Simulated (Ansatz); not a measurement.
An ordered 6-atom cell of AlGa2P3 on the zincblende lattice (P3m1): an Ansatz output whose functional has been blanked. The cell was relaxed beforehand with r2SCAN.

```
Al Ga P
1.0
     3.86138    0.00000    0.00000
    -1.93069    3.34405    0.00000
     0.00000    0.00000    9.45881
Al Ga P
1 2 3
Direct
  0.00000 0.00000 0.99970
  0.66667 0.33333 0.66630
  0.33333 0.66667 0.33386
  0.66667 0.33333 0.91662
  0.33333 0.66667 0.58328
  0.00000 0.00000 0.25024
```

```
Pseudopotential: Al, paw, valence charge 3, recommended cutoff 420 eV
Pseudopotential: Ga, paw, valence charge 13, recommended cutoff 420 eV
Pseudopotential: P, paw, valence charge 5, recommended cutoff 420 eV
Crystal: 6 atoms, lattice volume = 122.138 Å³
Basis set: ecut = 420 eV, 2431 PW (Γ)
Bands: 27, of which v1, the nominal top of the filled ones, is band 22 counted from 1 (21 counted from 0)
Symmetry: 6 space group operations
Space group: P3m1 (ITA 156)
k-points: 14 of 72 (time reversal used)
[warm-up without exact exchange]
SCF 1 stopped early in 4 iterations: F = -10373.503628 eV  dr2 = 1.69e-4
[exact exchange on]
preconditioner: auto → none  [insulator: Δε(μ)=2.222 eV  ℏωp=22.3 eV]
SCF 2 stopped early in 8 iterations: F = -10376.646550 eV  dr2 = 9.62e-7
hybrid outer 1: dexx = +2.097e-2 eV, tail = 5.58e-5 eV
SCF 3 converged in 6 iterations: F = -10376.646226 eV  dr2 = 7.72e-10
hybrid outer 2: dexx = +2.023e-6 eV, tail = 2.96e-8 eV, Δε = 2.45e-3 eV, ΔF = 7.09e-3 eV/Å
hybrid SCF converged: 2 outer / 14 inner (+4 warm-up)
Free energy (F): -10376.646226 eV
Fermi energy:    5.932207 eV
--- Per-component energies (eV) ---
  E_band       = -206.216403
  E_kinetic    = 464.318192
  E_local      = -5235.467803
  E_nonlocal   = 963.893037
  E_hartree    = 2437.118540
  E_xc         = -294.203412
  E_vxc        = -265.112953
  E_exx        = -124.393175
  E_paw        = -6104.547922
  E_vpaw       = -759.296658
  E_ewald      = -2483.316150
  E_core_change = -0.047312
--- Forces (eV/Å), atoms counted from 1 ---
  atom   1  Al      0.00000      0.00000      0.02372
  atom   2  Ga      0.00000      0.00000      0.00088
  atom   3  Ga      0.00000      0.00000    -0.01798
  atom   4  P       0.00000      0.00000      0.03022
  atom   5  P       0.00000      0.00000      0.00800
  atom   6  P       0.00000      0.00000    -0.04483
--- Stress (GPa, compression-positive) ---
        0.461829       0.000000       0.000000
        0.000000       0.461829       0.000000
        0.000000       0.000000       0.297737
  P = ⅓ Tr σ = 0.4071 GPa (4.071 kbar)
--- Band table (eV; the first three rows and the last of 14) ---
  k-point 0: bands = […, 4.9195, 5.1258, 5.1258, 5.9072, 5.9322, 5.9322, 8.7792, 8.8150, 9.6596, 10.9159, …]
  k-point 1: bands = […, 4.7991, 4.7991, 5.4441, 5.4441, 5.7015, 5.7015, 8.6840, 9.3894, 9.9652, 11.3816, …]
  k-point 2: bands = […, 3.8373, 3.9274, 4.2734, 4.9780, 5.4200, 5.5739, 9.5829, 9.8612, 10.3399, 10.9352, …]
  k-point 13: bands = […, 2.1031, 2.1036, 2.1908, 3.4067, 3.4258, 3.4499, 10.4677, 10.8656, 10.9018, 11.2156, …]
```

The file bands.tsv (bands near the Fermi energy, numbered from 0, rounded):
```tsv
# k_distance	band_17	band_18	band_19	band_20	band_21	band_22	band_23	band_24	band_25
# fermi_ev = 5.932207
# [0, 0, 0] at k_distance = 0.000000
# [0.5, 0, 0] at k_distance = 0.939457
# [0.3333333333, 0.3333333333, 0] at k_distance = 1.481853
# [0, 0, 0.5] at k_distance = 2.616350
# [0.5, 0, 0.5] at k_distance = 3.555807
# [0.3333333333, 0.3333333333, 0.5] at k_distance = 4.098203
# [0, 0.5, 0] at k_distance = 4.734211
# levels_relative_to = fermi_ev
0.000	-0.806	-0.806	-0.025	0.000	0.000	2.847	2.883	3.727	4.984
0.939	-2.734	-2.629	-2.466	-1.669	-1.581	2.246	2.725	3.678	3.839
1.482	-4.206	-4.206	-1.983	-1.952	-1.931	3.193	3.249	3.643	6.885
2.616	-1.133	-0.488	-0.488	-0.231	-0.231	2.752	3.457	4.033	5.449
3.556	-3.354	-2.460	-2.366	-1.104	-1.103	2.662	2.850	2.976	4.466
4.098	-3.829	-3.741	-2.525	-2.506	-2.482	4.535	4.933	4.970	5.283
4.734	-2.734	-2.629	-2.466	-1.669	-1.581	2.246	2.725	3.678	3.839
```
In order the rows are Γ, M, K, A, L, H, M.

Q: Which functional gave these numbers?
A. r2SCAN
B. LC-ωPBE
C. PBE0
D. HSE06

A: D. HSE06. The exchange loop and the term E_exx show exact exchange. The HSE06 gap is indirect, 2.25 eV (Γ to M), below the direct gap of 2.85 eV at Γ. Among hybrids the size of the gap and of E_exx follows the share and range of exact exchange. The stress of a hybrid is loosely converged here. Within one family of functionals the choice rests on the size of the gap and stress, not on a line of the log.

Command: `ansatz run input.yaml --threads 4 --pin off --max-ram 6451MiB --backend cpu --events-out ev --progress --plain --runs-dir out`. Wall time 64 s on 4 threads of INTEL(R) XEON(R) PLATINUM 8581C CPU @ 2.10GHz (Emerald Rapids), on a shared host; peak host memory 2.1 GiB.

All values are calculated for a non-magnetic cell, which may be hypothetical.

The meshes of the hybrids are coarse, so their gaps aren't converged to the digits shown.
